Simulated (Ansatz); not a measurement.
Ga:
```cif
data_Ga4
_chemical_formula_sum 'Ga4'
_space_group_name_H-M_alt 'P 1'
_space_group_IT_number 1
_cell_length_a 4.40929
_cell_length_b 4.40929
_cell_length_c 4.48580
_cell_angle_alpha 90.000
_cell_angle_beta 90.000
_cell_angle_gamma 118.946
loop_
_space_group_symop_operation_xyz
  'x, y, z'
loop_
_atom_site_label
_atom_site_type_symbol
_atom_site_fract_x
_atom_site_fract_y
_atom_site_fract_z
_atom_site_occupancy
Ga1 Ga 0.65594 0.34406 0.41663 1
Ga2 Ga 0.34406 0.65594 0.58337 1
Ga3 Ga 0.84406 0.15594 0.91663 1
Ga4 Ga 0.15594 0.84406 0.08337 1
```

Relaxed with PBEsol.

**Question.** Decompose the optical modes at the zone centre into irreducible representations, and say which are infrared and Raman allowed.

**Answer.** Point group mmm: Γ_opt = 2Ag + Au + B1g + B1u + B2g + B2u + 2B3g. Infrared: B1u, B2u. Raman: Ag, B1g, B2g, B3g.

**Question.** Assign frequencies (DFPT, DFT-PBEsol in the program Ansatz with PAW potentials).

**Answer.** B1g 63, Ag 93, B1u 97, Au 109, B3g 152, B2u 183, B2g 188, B3g 211, Ag 236 cm⁻¹.

Subscripts of B labels follow the axes of the standard setting.

Space group Cmce (α-Ga). The cell was relaxed with PBEsol under the symmetry of its start. As this level gives no gap, phonon frequencies hold no LO–TO term and depend on the k-mesh and smearing (Fermi–Dirac, 0.1 eV here).

Potentials: the earlier of the program's two PAW sets. The files were generated under PBE; for other functionals the program regenerates the frozen cores, and for LDA and PBEsol the local potential too.
